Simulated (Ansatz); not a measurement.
Relaxed-ion elastic tensor of NbRu (L1₀ or tetragonal B2, P4/mmm) in GPa (Voigt order), DFT-r²SCAN in the program Ansatz with PAW potentials; density 10.21 g/cm³, 15.77 Å³ per atom.

```
 344   201   202   0.0   0.0   0.0
 201   344   202   0.0   0.0   0.0
 202   202   338   0.0   0.0   0.0
 0.0   0.0   0.0  51.3   0.0   0.0
 0.0   0.0   0.0   0.0  51.3   0.0
 0.0   0.0   0.0   0.0   0.0  54.7
```

**Question.** Is the crystal mechanically stable?

**Answer.** Yes: the smallest eigenvalue of C is 51.3 GPa.

**Question.** Work out the Voigt, Reuss and Hill averages.

**Answer.** K_V = 248, K_R = 248, K_H = 248; G_V = 59.6, G_R = 58.3, G_H = 58.9 GPa.

**Question.** Give Young's modulus, Poisson's ratio, Pugh's ratio and the universal anisotropy index.

**Answer.** E = 9KG/(3K + G) = 164 GPa; ν = 0.39; K/G = 4.22 (ductile by the Pugh limit of 1.75); A_U = 5G_V/G_R + K_V/K_R − 6 = 0.11.

**Question.** Estimate the sound speeds and the Debye temperature.

**Answer.** v_l = √((K + 4G/3)/ρ) = 5660 m/s, v_t = √(G/ρ) = 2400 m/s, mean 2720 m/s; Θ = (h/k)(3n/4πV)^(1/3) v_m = 322 K.

**Question.** Solve the Christoffel equation for the three sound speeds along x, y, z.

**Answer.** Eigenvalues of C_ijkl n_j n_l equal ρv². In km/s, slowest first: x 2.24, 2.31, 5.81; y 2.24, 2.31, 5.81; z 2.24, 2.24, 5.75.

**Question.** How much does each axis shrink under pressure?

**Answer.** Linear compressibilities β_i = Σ_j S_ij (j = 1 to 3): x 1.3, y 1.3, z 1.4 per TPa.

The workflow started from a Materials Project entry (that database holds measured and hypothetical structures alike); the Crystallography Open Database files this formula in space group No. 123, but the cells were not matched. Whether it is the stable phase at ambient conditions was not checked. The cell was relaxed with r²SCAN under the symmetry of its start; whether a distortion lowers the energy is not shown. The run is not spin-polarised. As this level gives no gap, shear constants depend on the k-mesh and smearing (Fermi–Dirac, 0.1 eV here). On the denser mesh and wider smearing of the elastic run this cell carries a stress of 0.4 GPa.

Potentials: the later of the program's two PAW sets.
